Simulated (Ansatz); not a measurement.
# P: a prediction, then the measurements

These are results of DFT PBE+D3(BJ), scalar-relativistic, plane waves, PAW (Ansatz), not measurements.

Settings: cutoff 420 eV, Γ-centred mesh 14×14×10 on the computed 4-atom cell, Gaussian smearing of 0.10 eV; no spin polarisation.

Relaxed structure, symmetry kept:

Space group Cmce (No. 64). a = 3.323 Å, b = 10.195 Å, c = 4.165 Å, α = 90.00°, β = 90.00°, γ = 90.00°
```tsv
atom	site	symmetry	x	y	z
P	8f	m..	0.5000	0.6064	0.0719
```

| Item | Value |
| --- | --- |
| Space group | Cmce (No. 64) |
| Volume per atom | 119.0 bohr³ |
| Kohn–Sham band gap | none (metal) |
| Density of states at the Fermi level | 0.09 states/eV per cell (so small that it hangs on the mesh: a semimetal, or crossings between mesh points) |
| Löwdin character within 0.5 eV of the Fermi level | P 3p 78 %, P 3s 14 %, unprojected 7 % |
| Bulk modulus | 26.6 GPa |
| Its pressure derivative | 2.2 |
| Bader charges (e) | P (4 in the cell) 0.00 |

**Measured values to compare with.**

“Anisotropic thermo-mechanical response of layered hexagonal boron nitride and black phosphorus: application as a simultaneous pressure and temperature sensor”, 2023, arxiv:2307.07533 reports, for a powder of P at 300 K: bulk modulus 29.8 ± 0.7 GPa.

A measured bulk modulus of P is 29.8 GPa (300 K; powder; the paper above); the calculated 27 GPa misses it by -10.7 %. The calculation is for 0 K without zero-point motion. Lattice constants aren't compared, since papers order the axes of such cells in different ways.

1 further run of this set didn't finish or converge.